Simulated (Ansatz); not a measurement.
TaN:
```xyz
2
Lattice="0.0000 2.1982 2.1982 2.1982 0.0000 2.1982 2.1982 2.1982 0.0000" Properties=species:S:1:pos:R:3 pbc="T T T"
N      0.0000     0.0000     0.0000
Ta     2.1982     2.1982     2.1982
```

Relaxed with r²SCAN. Special points in fractions of this cell's reciprocal vectors: Γ (0.000, 0.000, 0.000); X (0.500, 0.000, 0.500); U (0.625, 0.250, 0.625); K (0.375, 0.375, 0.750); L (0.500, 0.500, 0.500); W (0.500, 0.250, 0.750).

Q: List the band energies nearest the Fermi level at these points for DFT-r²SCAN with spin–orbit coupling in the program Ansatz with PAW potentials.

A: In eV from the Fermi level; about four levels below and three above (degenerate sets whole), none deeper than 8.9 eV; points with the same levels are listed once.

| k | below | above |
|---|---|---|
| Γ | -2.25 -2.25 -2.25 -2.25 -1.86 -1.86 | 0.29 0.29 0.29 0.29 |
| X | -5.10 -5.10 -4.77 -4.77 | 2.30 2.30 3.32 3.32 |
| U | -6.47 -6.47 -2.25 -2.25 | 2.40 2.40 2.76 2.76 |
| L | -7.99 -7.99 -7.90 -7.90 | 1.85 1.85 1.91 1.91 |
| W | -0.24 -0.24 -0.09 -0.09 | 3.50 3.50 4.47 4.47 |

Space group Fm-3m (rock salt). Symmetry was held in the r²SCAN relaxation. No spin polarisation was allowed.

Potentials: the later of the program's two PAW sets.
